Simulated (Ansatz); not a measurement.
Here is an unrelaxed guess for SnBiO₂.

```yaml
crystal:
  lattice:
    - [4.53838, 0.00000, 0.00000]
    - [-2.26919, 3.93035, 0.00000]
    - [0.00000, 0.00000, 4.83306]
  atoms:
    - { symbol: Sn, position: [0.00000, 0.00000, 0.50000] }
    - { symbol: Bi, position: [0.00000, 0.00000, 0.00000] }
    - { symbol: O, position: [0.33333, 0.66667, 0.00000] }
    - { symbol: O, position: [0.66667, 0.33333, 0.00000] }
```

The calculation used Ansatz, DFT PBE, scalar-relativistic, plane waves, PAW. Plane waves to 420 eV, a k mesh through Γ of 6×6×4 on the computed 4-atom cell and Gaussian smearing (0.10 eV); no spin polarisation.

The zero of energy is the elements' standard structures at the same level (O₂ as a molecule); no fitted shifts are applied. The references include grey tin.

Task: Estimate its pressure, forces and energy as it stands.

Result: The pressure is 8.3 GPa (the mean over three directions, positive in compression), the largest force is 0.00 eV/Å (symmetry fixes the atoms), and the energy is +1.11 eV/atom against the elements. The shortest distance is 2.42 Å.

Task: How much does it gain on relaxing, and where does it end?

Result: Relaxing gains about 0.96 eV/atom (the start's value is from the coarse mesh, so the gain is rough) in 18 ionic steps and ends at +0.15 eV/atom on the finer mesh. The symmetry stays P6/mmm (No. 191). The volume per atom grows by 1.2 %, from 21.6 to 21.8 Å³. The shortest distance goes from 2.42 Å (Sn–Bi) to 2.33 Å (Bi–O and O–O). The ratio c/a of the conventional cell changes by a factor of 1.44. Conventional cell: a = 4.033 Å, c = 6.195 Å. Sn is surrounded by 2 Bi at 3.10 Å; Bi is surrounded by 6 O at 2.33 Å and 2 Sn at 3.10 Å; O has 3 Bi at 2.33 Å and 3 O at 2.33 Å.

The last run used a 12×12×8 mesh (in the run's order of axes) for its 4-atom cell and Gaussian smearing of 0.10 eV. Spin–orbit coupling, which can matter for Bi, is left out. An odd number of electrons in the primitive cell allows no gap without spin; a larger cell or a magnetic state could open one. The cell is a metal run without spin; a magnetic state may lie lower. The relaxation can't lower the symmetry of the start. A structure relaxed within its symmetry needn't be a true minimum. Another cell of SnBiO2 relaxed alike, in Pmm2, lies 1.09 eV/atom lower, so this cell isn't the stable form at this level.
